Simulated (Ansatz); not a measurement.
# Nb: from a starting cell to a relaxed one

The start is a relaxed Nb cell displaced along its unstable phonon at q = (½, ½, 0) of its primitive reciprocal cell (181i cm⁻¹), largest move 0.15 Å. A full variable-cell relaxation at zero pressure is run with r2SCAN (plane waves to 500 eV, PAW, scalar-relativistic; Ansatz, a quantum-chemistry and plane-wave program). The first steps use a coarse 12×12×12 k-mesh.

The start:
```yaml
crystal:
  lattice:
    - [5.41854, 0.00000, 0.00000]
    - [2.70927, 2.70927, 0.00000]
    - [0.00000, 0.00000, 2.70927]
  atoms:
    - { symbol: Nb, position: [0.00000, 0.00000, 0.05537] }
    - { symbol: Nb, position: [0.50000, 0.00000, 0.94463] }
```

Problem. Which atoms feel the largest initial force, and how large is it?

Solution. 1.22 eV/Å, on Nb1, Nb2 (atoms numbered as listed).

Problem. How does the volume change?

Solution. -9.4 %, from 19.89 to 18.02 Å³/atom.

Problem. Is the parent structure recovered?

Solution. It does not go back: it reaches Im-3m (No. 229), bcc (W type), 1.00 eV/atom below the parent.

Problem. How do the shortest distances between atoms change?

Solution. The closest pairs of elements (up to four, under 3.6 Å), start → end: Nb–Nb 2.71 → 2.86 Å.

Final values are on a 20×20×20 k-mesh of the relaxed cell. No spin polarisation in the result.

The run could not lose the symmetry of its start.

Of the parent cell (Pm-3m (No. 221)): it is a generated cell of Nb: the first start was made by placing the elements on the sites of a structure type, and the end was not matched to a known phase here, so it may be hypothetical. Known forms of Nb include space group No. 229.
